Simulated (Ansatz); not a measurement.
MgH₂:
```xyz
6
Lattice="4.4850 0.0000 0.0000 0.0000 4.4850 0.0000 0.0000 0.0000 2.9961" Properties=species:S:1:pos:R:3 pbc="T T T"
Mg     0.0000     0.0000     0.0000
Mg     2.2425     2.2425     1.4980
H      1.3664     1.3664     0.0000
H      0.8761     3.6090     1.4980
H      3.1186     3.1186     0.0000
H      3.6090     0.8761     1.4980
```

Relaxed with r²SCAN. 

Q: HSE06 on this cell (Ansatz, a quantum-chemistry and plane-wave program, PAW) gives a gap of 4.85 eV. What does r²SCAN give?

A: 4.38 eV.

Cost on shared cores: the r²SCAN run (SCF on a 6×6×9 mesh, then bands and DOS) roughly 50 core-seconds, the HSE06 run (SCF on 4×4×5, then a few points) roughly 70 core-seconds; the tasks are unlike.

Space group P4_2/mnm (rutile). The cell was relaxed with r²SCAN under the symmetry of its start; phonons on a q-mesh show no instability.

Potentials: the later of the program's two PAW sets.

Ansatz is a plane-wave DFT program.
